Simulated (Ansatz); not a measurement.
TiC2 in space group P-3m1 (No. 164; Ti on 1a, C on 2d) under volume change, r²SCAN (plane waves, PAW; program Ansatz), shape and atoms relaxed at each volume.

```
V (Å³/atom)  E − E(relaxed) (meV/atom)  P (GPa)
-----------  -------------------------  -------
7.469                             56.9    26.53
7.715                             24.1    16.43
7.961                              5.7     7.65
8.207                              0.0    -0.01
8.453                              5.2    -6.61
8.700                             19.8   -12.28
8.946                             42.5   -17.05
```

Q: What does a third-order Birch–Murnaghan fit give for V₀, B₀ and B′?

A: V₀ = 8.21 Å³/atom, B₀ = 235 GPa, B′ = 3.9.

The start of the workflow was typed in or built on a structure type; neither database checked (COD, Materials Project) lists it. Its standing as an ambient phase is unchecked. The r²SCAN relaxation kept the symmetry of its start; whether a distortion lowers the energy is not shown. The run is not spin-polarised. The volume moved by 15 % from the start of the relaxation. Its formation energy is positive at this level, so the cell may be metastable or incomplete.

Potentials: the earlier of the program's two PAW sets.
